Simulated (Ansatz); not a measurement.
A geometry of Pt away from equilibrium: step 2 of the relaxation of a relaxed Pt cell displaced along its unstable phonon at q = (½, 0, 0) of its primitive reciprocal cell (43i cm⁻¹), largest move 0.15 Å. Method: PBEsol (plane waves to 420 eV, PAW, scalar-relativistic; Ansatz, an electronic-structure program). Γ-centred k-mesh 6×12×12 on the run's cell (coarser than for final values), Fermi–Dirac smearing 0.05 eV. The plane waves were selected for a different cell earlier on the path.

```
Pt
1.0
    5.04042     0.00000     0.00000
    0.00000     2.58332     0.00000
    0.00000     0.00000     2.60704
Pt
2
Direct
  0.00000   0.00000   0.88704
  0.50000   0.00000   0.11296
```

What forces act on the atoms (eV/Å)?


| atom | Fx | Fy | Fz |
|---|---|---|---|
| Pt1 | 0.00 | 0.00 | -0.45 |
| Pt2 | 0.00 | 0.00 | 0.45 |

The path ends in P6/mmm (No. 191) (AFLOW prototype A_hP1_191_a (A_f, as in Sn)). No spin polarisation in the result.

The run could not lose the symmetry of its start: the end is stationary, and may be a saddle point rather than a minimum.

The end of the path is a generated cell of Pt: the first start was made by placing the elements on the sites of a structure type, and the end was not matched to a known phase here, so it may be hypothetical. Known forms of Pt include space group No. 225.
